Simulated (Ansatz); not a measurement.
Values for one crystal, relaxed and computed with the program Ansatz at the HSE06 level (PAW); other levels are named.

```yaml
volume_per_atom: 17.52 Å³
band_gap: 3.81 eV (direct)
Pressure derivative B′: 4.0
valence_band_maximum: at Γ
Bulk modulus (Birch–Murnaghan fit): 80.0 GPa
conduction_band_minimum: at Γ
```

### Question
Which of these materials gives this?
A. ZnS, 4H polytype
B. VCu3S4, P-43m (V on 1a, Cu on 3d, S on 4e)
C. K2MgH4, I4/mmm (K on 4e, Mg on 2a, H on 4c, H on 4e)
D. MgS, rock salt

### Answer
D, MgS, rock salt

Space group Fm-3m (rock salt). Symmetry was held in the HSE06 relaxation. The hybrid was solved on a coarse mesh, the path and, where they were found, the r²SCAN edge points; its band edges are the extreme levels among these. Point labels and valley counts follow the cell and symmetry of the run, lower than the named group.

Potentials: the later of the program's two PAW sets.
